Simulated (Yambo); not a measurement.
Material: WS₂ (space group R3m, No. 160); a = b = c = 6.307 Å, α = β = γ = 28.99° (3 atoms in the cell). Cell and atoms were relaxed with PBE+D3(BJ) from Materials Project entry mp-9813, within its symmetry.

With PBEsol (pw.x of Quantum ESPRESSO, ONCV potentials, with spin-orbit coupling), the gap between the mesh's edge points (Z → (0, 0, 0.25)) is 1.171 eV.

Estimate the G0W0 gap between the same points from Yambo (4×4×4 Γ-centred k mesh, bands 5 to 214 and a 8 Ry block in the screening, 214 bands in G with the Bruneval-Gonze terminator, plasmon pole fitted at 27.2 eV).

The correction is 0.475 eV, giving 1.645 eV, 1.4 times the PBEsol value. The mesh misses a band edge: along a dense path the PBEsol gap is 0.75 eV against 1.17 eV on the mesh. Convergence of the G0W0 settings was not tested. 

This is not the ordinary phase of the substance.
